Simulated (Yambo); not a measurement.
BSE-type run in Yambo on BaF$_{2}$ (fluorite, space group Fm-3m, No. 225) under isotropic strain of +2 % on all lattice vectors, at zero momentum.

Quantum ESPRESSO step (PBEsol, PseudoDojo standard norm-conserving files, scalar-relativistic):
```
&CONTROL
  calculation = 'nscf'
  pseudo_dir = './pseudo'
  outdir = './out'
/
&SYSTEM
  ibrav = 0
  nat = 3
  ntyp = 2
  ecutwfc = 84.0
  ecutrho = 336.0
  occupations = 'fixed'
  force_symmorphic = .true.
  nbnd = 38
/
&ELECTRONS
  conv_thr = 3.0000000000000004e-09
  diago_full_acc = .true.
  diago_thr_init = 1e-08
/
ATOMIC_SPECIES
F 18.9984 F.upf
Ba 137.3270 Ba.upf
CELL_PARAMETERS angstrom
  0.000000000000   3.127294150478   3.127294150478
  3.127294150478   0.000000000000   3.127294150478
  3.127294150478   3.127294150478   0.000000000000
ATOMIC_POSITIONS crystal
F   0.249999929289   0.249999929289   0.249999929289
F   0.749999929289   0.749999929289   0.749999929289
Ba   0.000000000000   0.000000000000   0.000000000000
K_POINTS automatic
8 8 8 0 0 0
```

Yambo input:
```
rim_cut
optics
bse
bss
dipoles
em1s
RandQpts= 1000000
RandGvec= 1 Ry
FFTGvecs= 40 Ry
Chimod= "HARTREE"
BSKmod= "SEX"
BSEmod= "resonant"
BSSmod= "hs"
BSENGexx= 15 Ry
BSENGBlk= 4 Ry
% KfnQP_E
 2.969 | 1.0 | 1.0 |
%
% BSEQptR
 1 | 1 |
%
% BSEBands
 7 | 15 |
%
% BEnRange
 0.0 | 14.7 | eV
%
% BDmRange
 0.15 | 0.15 | eV
%
BEnSteps= 294
% BLongDir
 1.0 | 0.0 | 0.0 |
%
BSHayTrs= -0.02
BSSNEig= 24
WRbsWF
% BndsRnXs
 1 | 34 |
%
NGsBlkXs= 4 Ry
% LongDrXs
 1.0 | 1.0 | 1.0 |
%
```

From the report:

The dimension is k points × valence × conduction bands = 512 × 6 × 3 = 9216.
```
   [SLEPC] Approach                          : Krylov-Schur
   [SLEPC] Number of requested eigenvalues   :  24
   [SLEPC] Number of eigenvalues        [NEV]:  24
    [K] Dimension                                    :   9216
    [K] Bands                                        :   7  15
    [K] Exchange res                                 : yes
    [K] Correlation res                              : yes
    [K] W interaction is bare                        : no
    [K] RL vectors exchange                          :   459
    [K] RL vectors correlation                       :   65
    [W] Matrix size                                  :   65
    [W] Bands                                        :    1   34
    [W] Coulomb Cutoff                               : none
    [W] Hxc Kernel                                   : HARTREE
```
Lowest eigenvalues (eV; in brackets the number of states within 2 meV): 8.57 (3), 8.59 (3), 8.67 (2), 8.68 (3), 8.74 (3), 8.85 (3). They depend on the mesh, which isn't converged, and on the G0W0 scissor.

Geometry strained from the cell relaxed with PBEsol, atoms relaxed again.
